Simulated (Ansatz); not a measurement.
# Relaxing a structure of HfN

The start is a generated cell, HfN placed in the AFLOW prototype AB_oP8_62_c_c (B16, as in GeS). Cell shape, volume and atoms are optimised at zero target pressure with PBE (plane waves to 420 eV, PAW, scalar-relativistic; Ansatz, a quantum-chemistry and plane-wave program). The first steps use a coarse 3×7×6 k-mesh.

Starting cell:
```yaml
crystal:
  lattice:
    - [9.40927, 0.00000, 0.00000]
    - [0.00000, 3.28692, 0.00000]
    - [0.00000, 0.00000, 3.87387]
  atoms:
    - { symbol: Hf, position: [0.37500, 0.25000, 0.33300] }
    - { symbol: Hf, position: [0.87500, 0.25000, 0.16700] }
    - { symbol: Hf, position: [0.62500, 0.75000, 0.66700] }
    - { symbol: Hf, position: [0.12500, 0.75000, 0.83300] }
    - { symbol: N, position: [0.13900, 0.25000, 0.38900] }
    - { symbol: N, position: [0.63900, 0.25000, 0.11100] }
    - { symbol: N, position: [0.86100, 0.75000, 0.61100] }
    - { symbol: N, position: [0.36100, 0.75000, 0.88900] }
```

**Question.** What pressure does the first self-consistent step give?

**Answer.** -28 GPa (negative: the cell is under tension).

**Question.** What is the largest force in the starting geometry, and on which atom (counted from 1)?

**Answer.** About 1.7 eV/Å, on Hf1, Hf2, Hf3, Hf4 (atoms numbered as listed).

**Question.** By how much does the energy per atom fall from start to end?

**Answer.** 0.74 eV/atom.

**Question.** How does the volume per atom move from start to end?

**Answer.** -21.5 %, from 14.98 to 11.76 Å³/atom.

**Question.** How do the shortest distances between atoms change?

**Answer.** The closest pairs of elements (up to four, under 3.6 Å), start → end: Hf–N 2.23 → 2.27 Å; Hf–Hf 3.15 → 3.22 Å; N–N 3.21 → 3.22 Å.

**Question.** What band gap does the relaxed structure have at this level?

**Answer.** No gap (metallic).

**Question.** Give the final cell and atomic positions.

**Answer.** 
```cif
data_Hf4N4
_chemical_formula_sum 'Hf4 N4'
_space_group_name_H-M_alt 'Fm-3m'
_space_group_IT_number 225
_space_group_name_Hall '-F 4 2 3'
_cell_length_a 4.54779
_cell_length_b 4.54779
_cell_length_c 4.54779
_cell_angle_alpha 90.000
_cell_angle_beta 90.000
_cell_angle_gamma 90.000
loop_
_atom_site_label
_atom_site_type_symbol
_atom_site_symmetry_multiplicity
_atom_site_Wyckoff_symbol
_atom_site_fract_x
_atom_site_fract_y
_atom_site_fract_z
_atom_site_occupancy
Hf1 Hf 4 b 0.50000 0.50000 0.50000 1
N1 N 4 a 0.00000 0.00000 0.00000 1
```
(The calculation used a cell of 2 atoms; values per cell refer to that cell.)

Final values are on a 18×18×18 k-mesh of the relaxed cell. No spin polarisation in the result. The relaxed primitive cell holds an odd number of electrons. A magnetic state may lie lower.

The run could not lose the symmetry of its start; a randomly shaken copy of 4 atoms returns to this structure.
